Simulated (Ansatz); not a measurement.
Here is the system:

La$_{3}$Te$_{4}$:
```cif
data_La6Te8
_chemical_formula_sum 'La6 Te8'
_space_group_name_H-M_alt 'P 1'
_space_group_IT_number 1
_cell_length_a 8.41379
_cell_length_b 8.41379
_cell_length_c 8.41379
_cell_angle_alpha 109.471
_cell_angle_beta 109.471
_cell_angle_gamma 109.471
loop_
_space_group_symop_operation_xyz
  'x, y, z'
loop_
_atom_site_label
_atom_site_type_symbol
_atom_site_fract_x
_atom_site_fract_y
_atom_site_fract_z
_atom_site_occupancy
La1 La 0.87500 0.12500 0.75000 1
La2 La 0.62500 0.37500 0.25000 1
La3 La 0.75000 0.87500 0.12500 1
La4 La 0.25000 0.62500 0.37500 1
La5 La 0.12500 0.75000 0.87500 1
La6 La 0.37500 0.25000 0.62500 1
Te1 Te 0.64968 0.64968 0.64968 1
Te2 Te 0.35032 0.50000 0.00000 1
Te3 Te 0.50000 0.00000 0.85032 1
Te4 Te 0.00000 0.35032 0.50000 1
Te5 Te 0.85032 0.50000 0.00000 1
Te6 Te 0.14968 0.14968 0.14968 1
Te7 Te 0.00000 0.85032 0.50000 1
Te8 Te 0.50000 0.00000 0.35032 1
```

This is the r²SCAN-relaxed structure.

Q: All from plane-wave PAW r²SCAN (Ansatz code), unless another level is named. Give the electronic character.

A: metallic (no gap).

Q: What about the formation energy from the elements (no fitted shifts)?

A: -1.86 eV/atom.

Q: What about the density of states at the Fermi level?

A: 1.0 states/eV per atom (mean over ±0.08 eV).

Space group I-43d. The first step of the workflow began from a Materials Project structure, measured or hypothetical; the Crystallography Open Database files this formula in space group No. 220, but the cells were not matched. Its standing as an ambient phase is unchecked. The r²SCAN relaxation kept the symmetry of its start; its stability against distortions is not shown here. The references are the lowest solids computed at this level, not always the standard phases. Scalar-relativistic: spin–orbit coupling is off unless named, which matters more the heavier the elements.

Potentials: the later of the program's two PAW sets.
